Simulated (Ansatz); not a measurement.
## A relaxed cell of Li₅Sb₄ against its rivals

Atoms and cell were relaxed at zero pressure (40.1 % in volume from the start). The relaxed cell:

```
Li Sb
1.0
     0.00000    0.00000    3.03585
     6.09076   -6.09076    1.51792
     6.09076    6.09076   -1.51792
Li Sb
5 4
Direct
  0.00000 0.00000 0.00000
  0.25555 0.11773 0.62882
  0.37327 0.37118 0.11773
  0.74445 0.88227 0.37118
  0.62673 0.62882 0.88227
  0.07059 0.15860 0.29977
  0.22919 0.70023 0.15860
  0.92941 0.84140 0.70023
  0.77081 0.29977 0.84140
```

Space group I4/m (No. 87); conventional cell a = 12.182 Å, b = 12.182 Å, c = 3.036 Å, α = 90.00°, β = 90.00°, γ = 90.00°.

Method: r2SCAN in Ansatz 0.2.0, PAW datasets, plane waves to 500 eV, 6×6×6 Γ-centred mesh, cold occupations of width 0.014 eV. Spin: none; no U, no spin-orbit coupling.

Problem. What is its formation energy?

Solution. -0.424 eV an atom at 0 K against the elements' lowest computed crystals and the free molecules of gases, with no empirical correction.

Problem. Is it stable against splitting into other phases?

Solution. Among the phases that we computed and relaxed alike, the lowest mixture with other formulas is 17 % Sb + 83 % Li2Sb (shares of atoms). The cell lies 129 meV an atom above it, so it would gain by splitting into them.

The start was: a known structure type with other elements put in, at an estimated volume. An invented cell need not be a known compound.

Caveats: differences under 20 meV an atom lie within the error of meshes and cutoff; the k mesh is coarse if the cell is a metal; the relaxation keeps the start's symmetry, so a distorted cell may lie lower.
